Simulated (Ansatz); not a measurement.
## zincblende-structured LuAs

Computed with Ansatz (plane waves, PAW, 420 eV cutoff): PBEsol, scalar-relativistic, no spin polarisation, Γ-centred 8×8×8 mesh, 0.05 eV Gaussian smearing. The datasets are Ansatz's generated set soft_2.

```
Lu As
1.0
     0.00000    3.13198    3.13198
     3.13198    0.00000    3.13198
     3.13198    3.13198    0.00000
Lu As
1 1
Direct
  0.00000 0.00000 0.00000
  0.25000 0.25000 0.25000
```

This is a trial structure: such lanthanide and actinide compounds mostly take the rock-salt structure.

Cell and atoms are those of this level's equilibrium.

The cell has space group F-43m (read at 0.01 Å). In it the stress is 0.00, 0.00, 0.00, 0.00, 0.00, 0.00 GPa and the largest force component 0.000 eV/Å. Each change below starts from this cell, without further relaxation. Stress is in GPa, positive in compression, in the order xx, yy, zz, yz, xz, xy; energies are counted from the cell above.

Q: What happens when atom 2 (As) is moved by 0.12 Å along z?

A: The energy changes by 49.6 meV per cell, and the force on it along the shift is -0.824 eV/Å (−F/u = 6.86 eV/Å²). Stress: 0.47, 0.47, -0.08, 0.00, 0.00, -3.00. The gap on the mesh goes from 1.54 eV to 1.44 eV.
```
atom  Fx (eV/Å)     Fy      Fz
 Lu1      0.000  0.000   0.824
 As2      0.000  0.000  -0.824
```
In a harmonic crystal the energy would rise by −½F·u = ½ × 6.86 × 0.12² eV = 49.4 meV, which matches.

Q: A single strain component, atoms carried along, gave the stress 0.01, 0.01, 0.01, 0.00, 0.45, 0.00. Which component, and about how large?

A: An engineering strain of -1 % in xz; the energy changes by 0.9 meV per cell.

Semilocal functionals underestimate band gaps, commonly by a third or more. Scalar-relativistic only: spin–orbit splittings of the heavy atoms' levels are missing.
